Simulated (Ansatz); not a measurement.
A crystal relaxed with r2SCAN in Ansatz 0.2.0 has space group P-43m (No. 215) and a = 5.566 Å.

| atom | site | x | y | z |
| --- | --- | --- | --- | --- |
| Ga | 3d | 0.5000 | 0.0000 | 0.0000 |
| Xx | 4e | 0.7602 | 0.2398 | 0.2398 |
| In | 1b | 0.5000 | 0.5000 | 0.5000 |

With r2SCAN the gap is 1.60 eV and direct, at Γ. The HSE06 gap is direct at Γ: 2.04 eV. PBE gives a direct gap of 1.20 eV at Γ. Meshes: r2SCAN 6×6×6, HSE06 4×4×4, PBE 6×6×6. r2SCAN's ε∞ is 9.6 in all directions.

Problem. Which element is Xx?
A. N
B. As
C. P
D. Bi

Solution. C. Xx is P: InGa3P4, ordered on the zincblende lattice (P-43m) with 8 atoms a cell. Ga is surrounded by 4 P at 2.38 Å; P is surrounded by 3 Ga at 2.38 Å and 1 In at 2.51 Å; In is surrounded by 4 P at 2.51 Å.

All values are calculated for a non-magnetic cell, which may be hypothetical.

Spin-orbit coupling is left out.

The meshes of the hybrids are coarse, so their gaps aren't converged to the digits shown.
